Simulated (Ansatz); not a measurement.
BaMg$_{2}$Sb$_{2}$ in space group P-3m1 (No. 164; Ba on 1a, Mg on 2d, Sb on 2d), r²SCAN in the plane-wave PAW code Ansatz. The conduction-band minimum lies at M, with 3 equivalent valleys. Second derivatives d²E/dk² of the lowest band at one valley (eV·Å²), along Cartesian directions:

```json
[
 {"direction": "[100]", "d²E/dk²": "53.35"},
 {"direction": "[010]", "d²E/dk²": "8.263"},
 {"direction": "[001]", "d²E/dk²": "5.047"},
 {"direction": "[110]", "d²E/dk²": "30.83"},
 {"direction": "[101]", "d²E/dk²": "29.22"},
 {"direction": "[011]", "d²E/dk²": "5.259"}
]
```

**Question.** Find the principal effective masses, the density-of-states mass and the conductivity mass.

**Answer.** Off-diagonal terms follow from H_xy = H[110] − (H_xx + H_yy)/2, and m*/mₑ = 7.620 eV·Å² over each eigenvalue: 0.14, 0.87, 1.7. One valley's DOS mass (m₁m₂m₃)^(1/3) = 0.59, conductivity mass 3/(Σ 1/mᵢ) = 0.34 mₑ.

**Question.** What effective density of states Nc follows at 300 K for parabolic valleys?

**Answer.** Nc = 2.509e19 × 3 × (0.59)^(3/2) ≈ 3.4e19 cm⁻³.

The first step of the workflow began from a Materials Project structure, measured or hypothetical; the Crystallography Open Database files this formula in space group No. 164, but the cells were not matched. Whether it is the stable phase at ambient conditions was not checked. Symmetry was held in the r²SCAN relaxation; whether a distortion lowers the energy is not shown. Scalar-relativistic: spin–orbit coupling is off unless named, which matters more the heavier the elements.

Potentials: the later of the program's two PAW sets.

Edges and masses are those of Kohn–Sham bands, whose gap is no quasiparticle gap.
